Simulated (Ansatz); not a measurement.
A generator proposed this cell of LaO4.

```cif
data_structure
_symmetry_space_group_name_H-M 'P 1'
_symmetry_Int_Tables_number 1
_cell_length_a 3.9284
_cell_length_b 3.9284
_cell_length_c 4.6349
_cell_angle_alpha 90.000
_cell_angle_beta 90.000
_cell_angle_gamma 90.000
_cell_volume 71.53
loop_
_atom_site_label
_atom_site_type_symbol
_atom_site_fract_x
_atom_site_fract_y
_atom_site_fract_z
_atom_site_occupancy
La1 La 0.50000 0.50000 0.00000 1
O1 O 0.50000 0.50000 0.34139 1
O2 O 0.50000 0.50000 0.65861 1
O3 O 0.00000 0.50000 0.63113 1
O4 O 0.50000 0.00000 0.36887 1
```

The calculation used Ansatz, DFT PBE, scalar-relativistic, plane waves, PAW. Plane waves to 420 eV, a k mesh through Γ of 4×4×4 on the computed 5-atom cell and Gaussian smearing (0.10 eV); no spin polarisation.

The zero of energy is the elements' standard structures at the same level (O₂ as a molecule); no fitted shifts are applied.

Task: How far from equilibrium is it?

Result: The pressure is 62.6 GPa (the mean over three directions, positive in compression), the largest force is 10.95 eV/Å, and the energy is +1.74 eV/atom against the elements. The shortest distance is 1.47 Å.

Task: Is it a good guess?

Result: A poor one: relaxing gains about 2.8 eV/atom (the start's value is from the coarse mesh, so the gain is rough) in 26 ionic steps and ends at −1.09 eV/atom on the finer mesh. The symmetry stays P-4m2 (No. 115). The volume per atom grows by 54.5 %, from 14.3 to 22.1 Å³. The shortest distance goes from 1.47 Å (O–O) to 1.22 Å (O–O). The ratio c/a of the conventional cell changes by a factor of 1.38. Conventional cell: a = 4.076 Å, c = 6.651 Å. Around La lie 4 O at 2.27 Å and 2 O at 2.72 Å; O on its first site has 1 O at 1.22 Å, 2 O at 2.67 Å and 1 La at 2.72 Å; O on its second site has 2 La at 2.27 Å and 2 O at 2.67 Å.

The last run used a 10×10×6 mesh (in the run's order of axes) for its 5-atom cell and Gaussian smearing of 0.10 eV. An odd number of electrons in the primitive cell allows no gap without spin; a larger cell or a magnetic state could open one. The cell is a metal run without spin; a magnetic state may lie lower. The relaxation can't lower the symmetry of the start, and the grade says only how near the guess is to its own end. Symmetry constrained the relaxation, so the result can be a saddle point. Another cell of LaO4 relaxed alike, in P6/mmm, lies 159 meV/atom lower, so this cell isn't the stable form at this level.
